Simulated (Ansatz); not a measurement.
I:
```
CELL_PARAMETERS angstrom
      3.67241    -2.24374     0.00000
      3.67241     2.24374     0.00000
      0.00000     0.00000     9.64177
ATOMIC_POSITIONS crystal
  I  0.82856 0.17144 0.12242
  I  0.17144 0.82856 0.87758
  I  0.32856 0.67144 0.37758
  I  0.67144 0.32856 0.62242
```

Relaxed with PBE+D3(BJ). Special points in fractions of this cell's reciprocal vectors: Γ (0.000, 0.000, 0.000); Y (0.500, 0.500, 0.000); F0 (0.343, 0.657, 0.000); Δ0 (-0.343, 0.343, 0.000); Z (0.000, 0.000, 0.500); B0 (-0.343, 0.343, 0.500); G0 (0.343, 0.657, 0.500); T (0.500, 0.500, 0.500); S (0.000, 0.500, 0.000); R (0.000, 0.500, 0.500).

### Question
List the band energies nearest the valence-band maximum at these points for PBE+D3(BJ) (plane waves, PAW; program Ansatz).

### Answer
In eV from the valence-band maximum; about four levels below and three above (degenerate sets whole), none deeper than 8.9 eV; points with the same levels are listed once.

| k | below | above |
|---|---|---|
| Γ | -0.94 -0.83 -0.40 -0.04 | 1.12 1.89 4.79 |
| Y | -1.80 -1.63 -1.07 -0.49 | 0.92 1.57 4.64 |
| F0 | -1.96 -1.14 -1.03 -0.45 | 1.59 1.70 6.36 |
| Z | -0.82 -0.82 -0.18 -0.18 | 1.20 1.20 5.61 5.61 |
| B0 | -1.04 -1.04 -0.64 -0.64 | 1.50 1.50 6.72 6.72 |
| T | -1.26 -1.26 -1.18 -1.18 | 0.97 0.97 5.68 5.68 |
| S | -1.59 -1.59 -0.83 -0.83 | 2.16 2.16 5.19 5.19 |
| R | -1.03 -1.03 0.00 0.00 | 1.22 1.22 5.65 5.65 |

Space group Cmce (molecular I2 type). Symmetry was held in the PBE+D3(BJ) relaxation. Scalar-relativistic: spin–orbit coupling is off unless named, which matters more the heavier the elements.

Potentials: the later of the program's two PAW sets.
